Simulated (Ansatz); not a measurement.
A distorted cell of Sn (beta-Sn type, space group I4_1/amd):

```yaml
crystal:
  lattice:
    - [-5.94700, 5.94700, 3.21230]
    - [0.00000, 0.00000, 3.21230]
    - [0.00000, 5.94700, 0.00000]
  atoms:
    - { symbol: Sn, position: [0.00000, 0.29670, 0.50000] }
    - { symbol: Sn, position: [0.50000, 0.20330, 0.50000] }
    - { symbol: Sn, position: [0.00000, 0.01515, 0.00000] }
    - { symbol: Sn, position: [0.50000, 0.98485, 0.00000] }
```

All values below come from PBE (plane waves to 420 eV, PAW, scalar-relativistic; Ansatz, an electronic-structure program). k mesh 16×16×16 (Γ-centred), Fermi-Dirac smearing 0.05 eV. Stress and pressure are positive under compression. With partly filled bands, energies and forces of such displacements shift with the k mesh and the smearing. Sn was relaxed with its symmetry unable to fall.

Q: What forces act on the atoms (eV/Å, Cartesian)?

A: 
| atom | Fx | Fy | Fz |
|---|---|---|---|
| Sn1 | 0.000 | 0.000 | -0.083 |
| Sn2 | 0.000 | 0.000 | 0.094 |
| Sn3 | 0.000 | 0.000 | -0.033 |
| Sn4 | 0.000 | 0.000 | 0.023 |

(A displaced cell: forces are minus the slopes of the energy, force constants its curvatures, and phonons follow from these.)
